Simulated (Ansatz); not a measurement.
Relaxed candidate structures of SbPd:

A. P6₃/mmc (No. 194), hP4, NiAs type; a = 4.0860 Å, b = 4.0860 Å, c = 5.5817 Å, α = 90.00°, β = 90.00°, γ = 120.00°; Sb 2c (0.333, 0.667, 0.250); Pd 2a (0.000, 0.000, 0.000)

B. Pm-3m (No. 221), cP2, CsCl type; a = 3.3584 Å, b = 3.3584 Å, c = 3.3584 Å, α = 90.00°, β = 90.00°, γ = 90.00°; Sb 1a (0.000, 0.000, 0.000); Pd 1b (0.500, 0.500, 0.500)

Q: Put the candidates in order of energy per atom, lowest first, for PBEsol (plane waves to 420 eV, PAW, scalar-relativistic; Ansatz, a first-principles code).

A: A (reference, the lowest of the structures calculated here), B (+0.18 eV/atom)

Each run could gain symmetry but not lose that of its start, so entries can be saddle points. From databases, or of a type measured for this composition: P6₃/mmc, hP4, NiAs type; the others are generated cells (placed on structure types, drawn at random, substituted or restacked) that were not matched to a known phase here. Static energies at zero pressure. No spin polarisation in the result.
